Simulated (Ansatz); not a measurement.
# What DFT gives for GaP3

```
CELL_PARAMETERS angstrom
7.04512 0.41017 1.72185
-0.65646 7.19746 -0.80132
-0.04958 0.39849 6.42458
ATOMIC_POSITIONS crystal
P 0.16164 0.94768 0.97757
P 0.79719 0.41527 0.70787
P 0.30000 0.63519 0.77151
P 0.49893 0.13841 0.91666
P 0.60007 0.78279 0.91646
P 0.92739 0.65199 0.97699
P 0.76202 0.64173 0.39848
P 0.71861 0.34650 0.13283
P 0.24216 0.09358 0.34153
P 0.87738 0.00872 0.32771
P 0.02410 0.37758 0.31116
P 0.15316 0.30228 0.88764
Ga 0.88509 0.05218 0.76517
Ga 0.38215 0.58096 0.25844
Ga 0.47754 0.32125 0.54556
Ga 0.49800 0.91900 0.52382
```

Level: BLYP, no spin polarisation; 420 eV; 3×3×3 (shifted by 0.5, 0.5, 0 steps) mesh; fermi-dirac occupations (width 0.1 eV); Ansatz 0.2.0, fixed geometry.

(1) Describe some of the short contacts.

(2) Where is the largest force?

(3) What does the stress say?

(4) Is there a gap?

Origin: a disordered cell, so it need not be a known compound. Caveats: the k mesh is coarse if the cell is a metal; forces of this functional can be a tenth off on these datasets.

Answers

(1) P–P at 2.66 Å: least valence density 0.33 e/Å³ and ELF 0.54 there. P–Ga at 2.79 Å: least valence density 0.23 e/Å³ and ELF 0.39 there. Ga–Ga at 2.92 Å: least valence density 0.16 e/Å³ and ELF 0.30 there. Both are smooth PAW fields, read partly inside the augmentation spheres.

(2) The largest is on P10: 0.99 eV/Å, components (0.64, -0.17, 0.74). It makes 43° with the line to a nearest neighbour, P9 at 2.71 Å, pointing towards it.

(3) The pressure is -2.7 GPa (compression positive), so with the atoms held at these fractions the cell would first shrink; the forces are large, so a full relaxation may end otherwise. The principal stresses -4.1, -2.4, -1.5 GPa differ, so its shape would change too.

(4) It is a metal, with about 8.8 states/eV a cell as the mean within 0.25 eV of the Fermi level, mostly P p (75 %).
